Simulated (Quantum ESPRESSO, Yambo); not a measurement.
BeSe at -0.5 % isotropic strain: DFT and GW levels

```cif
data_BeSe
_chemical_formula_sum 'Be1 Se1'
_space_group_name_H-M_alt 'P 1'
_space_group_IT_number 1
_cell_length_a 3.60950
_cell_length_b 3.60950
_cell_length_c 3.60950
_cell_angle_alpha 60.000
_cell_angle_beta 60.000
_cell_angle_gamma 60.000
loop_
_space_group_symop_operation_xyz
  'x, y, z'
loop_
_atom_site_label
_atom_site_type_symbol
_atom_site_fract_x
_atom_site_fract_y
_atom_site_fract_z
_atom_site_occupancy
Be1 Be 0.00000 0.00000 0.00000 1
Se1 Se 0.75000 0.75000 0.75000 1
```

The PBEsol cell relaxed from Materials Project entry mp-1541 was given an isotropic strain of -0.5 % on all lattice vectors, and the atoms were relaxed again.

Starting point: PBE (stringent potentials; pw.x of Quantum ESPRESSO, ONCV potentials, scalar-relativistic). G0W0 in Yambo: 4×4×4 Γ-centred k mesh, bands 11 to 156 and a 15 Ry block in the screening, 156 bands in G with the Bruneval-Gonze terminator, plasmon pole fitted at 27.2 eV.

The PBE gap along the band path is 2.58 eV, the PBE gap between the mesh's edge points (Γ → X) is 2.58 eV and the G0W0 gap between the same points comes out as 3.64 eV. The PBE smallest direct gap on the mesh (at Γ) comes out as 4.54 eV and the G0W0 direct gap at that point comes out as 5.81 eV.

| k point | band | E PBE (eV) | E QP (eV) | shift (eV) | Z |
|---|---|---|---|---|---|
| Γ | VB | 0.00 | -0.85 | -0.85 | 0.81 |
| Γ | CB | 4.54 | 4.96 | 0.41 | 0.82 |
| L | VB | -1.11 | -2.04 | -0.93 | 0.80 |
| L | CB | 4.43 | 4.87 | 0.44 | 0.82 |
| X | VB | -2.74 | -3.79 | -1.06 | 0.79 |
| X | CB | 2.58 | 2.78 | 0.20 | 0.83 |

Energies count from the PBE valence-band maximum.

Convergence of the G0W0 settings was not tested.

Spin-orbit splittings are left out.
